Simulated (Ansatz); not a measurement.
Q: Hg (simple rhombohedral, R-3m) is relaxed with r²SCAN+D4 (plane waves, PAW; program Ansatz). What lattice parameters of the conventional cell result?

A: a = 3.627 Å, c = 6.661 Å.

Symmetry was held in the r²SCAN+D4 relaxation. The substance is a gas or liquid at ambient conditions; this is its low-temperature solid. The pairwise dispersion correction was not fitted to metals. Axis ratios of metals converge slowly with the k-mesh, so a and c are less sure than the volume. Spin–orbit coupling is left out wherever it is not named.

Potentials: the later of the program's two PAW sets.
